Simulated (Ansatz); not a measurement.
This run works on a proposed trial structure, not on a known crystal.

Input and command of a plane-wave DFT calculation in Ansatz:

```yaml
crystal:
  lattice:
    - [3.3927607245, 0.033899257, 0.0333225194]
    - [-1.6670227445, 2.9951696587, -0.035310753]
    - [0.1542162306, -0.0996617846, 16.3495226243]
  atoms:
    - { symbol: Zn, position: [0.9818677508, -0.0239531523, 0.4950189423] }
    - { symbol: Zn, position: [0.6484295424, 0.3166528887, 0.2361268629] }
    - { symbol: Zn, position: [0.3445449746, 0.662403105, 0.7717953113] }
    - { symbol: In, position: [0.3333709784, 0.6755732132, 0.3680522927] }
    - { symbol: In, position: [0.6564690361, 0.3279676839, 0.6303488222] }
    - { symbol: In, position: [0.6765097735, 0.3544955614, 0.9030357687] }
    - { symbol: In, position: [0.3356631075, 0.6751964687, 0.0966132528] }
    - { symbol: O, position: [1.0231448367, 0.0116642313, -0.0009912528] }
basis:
  ecutwfc: 420
kpoints:
  mp_grid: { grid: [6, 6, 2] }
hamiltonian:
  xc: pbe
scf:
  occupations: { method: gaussian, width: 0.2 }
  lower_state_search: "off"
output:
  forces: true
  stress: true
  eigenvalues: true
relax:
  adjacent_minimum: "off"
  f_tol: 0.025
  max_steps: 60
  cell: { stress_tol: 0.25 }
```

```bash
ansatz run input.yaml --threads 1 --pin off --max-ram 2560MiB --backend cpu --events-out ev --progress --plain --runs-dir out
```

Processor: Intel(R) Xeon(R) 6975P-C (Granite Rapids), 1 thread, on a host shared with other jobs.

Question: How long does it run, and how much memory does it take?

Answer: About 96 s, peak memory 0.64 GiB. It solves 57 bands at 40 k points (after reduction by symmetry) with about 3149 plane waves (on the last cell), in 45 SCF iterations over 5 ionic steps.
